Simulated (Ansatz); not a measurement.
# Ba2IBrF2 (P4mm), a vibration from a frozen displacement

These are results of Ansatz 0.2.0, DFT r2SCAN, scalar-relativistic, plane waves, PAW, not measurements. Cutoff 500 eV, Γ-centred 6×6×4 k-points, Gaussian smearing of 0.05 eV. Spin–orbit coupling is left out, which matters for the heavy elements here. No spin polarisation. Energies are free energies at this smearing, counted from the undisturbed cell; pressure is positive in compression.

Reference structure (relaxed at this level; it needn't be the usual structure):

```yaml
crystal:
  lattice:
    - [4.57081, 0.00000, 0.00000]
    - [0.00000, 4.57081, 0.00000]
    - [0.00000, 0.00000, 7.98288]
  atoms:
    - { symbol: Ba, position: [0.50000, 0.50000, 0.83651] }
    - { symbol: Ba, position: [0.00000, 0.00000, 0.18588] }
    - { symbol: I, position: [0.00000, 0.00000, 0.64211] }
    - { symbol: Br, position: [0.50000, 0.50000, 0.32675] }
    - { symbol: F, position: [0.50000, 0.00000, 0.00437] }
    - { symbol: F, position: [0.00000, 0.50000, 0.00437] }
```

Every I atom is moved by x along the Cartesian unit vector (0.707, -0.707, 0.000); the cell and all other atoms stay fixed. The cell's volume is 166.78 Å³; the moved atoms weigh 126.904 u together and the others 392.555 u. Some rows repeat others by symmetry and weren't run.

```
  x (Å)  ΔE (meV/cell) total force on the moved atoms along the move (eV/Å) pressure (GPa)
-0.3000         104.10                                                0.7319          0.3558
-0.2625          78.68                                                0.6248          0.2732
-0.2250          57.16                                                0.5240          0.2025
-0.1875          39.32                                                0.4285          0.1433
-0.1500          24.96                                                0.3376          0.0953
-0.0750           6.18                                                0.1653          0.0319
 0.0000           0.00                                                0.0000          0.0110
 0.0750           6.18                                               -0.1653          0.0319
 0.1500          24.96                                               -0.3376          0.0953
 0.1875          39.32                                               -0.4285          0.1433
 0.2250          57.16                                               -0.5240          0.2025
 0.2625          78.68                                               -0.6248          0.2732
 0.3000         104.10                                               -0.7319          0.3558
```

**Question.** What frequency belongs to this motion?

**Answer.** The force constant is k = −dF/dx = 2.204 eV/Å², from the parabola through x = -0.0750, 0 and 0.0750. In every cell the moved atoms swing against the rest, so the mass is μ = m₁m₂/(m₁ + m₂) = 95.902 u, and ν̃ = 521.5 cm⁻¹ × √(|k|/μ) = 79 cm⁻¹. The pattern needn't be a normal mode: ν̃² is then a weighted mean of the squared nonzero frequencies at the zone centre of this cell, taken without macroscopic field, so it lies between the lowest and the highest of them.

**Question.** How far does the harmonic law reach?

**Answer.** At x = -0.300 Å, kx²/2 = 99.19 meV against the computed 104.10 meV (+4.9 %): the well is still close to harmonic there.

**Question.** The pressure changes with x². What does that say about the frequency under compression?

**Answer.** With E = k(V)x²/2, k ∝ V^(−2γ) and x scaling with the cell as V^(1/3), P − P0 = −∂E/∂V = (2γ − 2/3) ΔE/V. At x = 0.1500 Å, V(P − P0) = 166.78 × 0.08432 / 160.2 eV = 87.78 meV and ΔE = 24.96 meV, so γ = 1/3 + V(P − P0)/(2ΔE) = 2.09. This is the Grüneisen parameter of the motion under uniform scaling of the cell: shrinking the cell evenly by 1 % in volume raises the frequency by about 2.09 %.

Cost: 7 runs of about 4.7 core-minutes in all, on Intel Xeon Platinum 8488C (Sapphire Rapids) (shared hosts).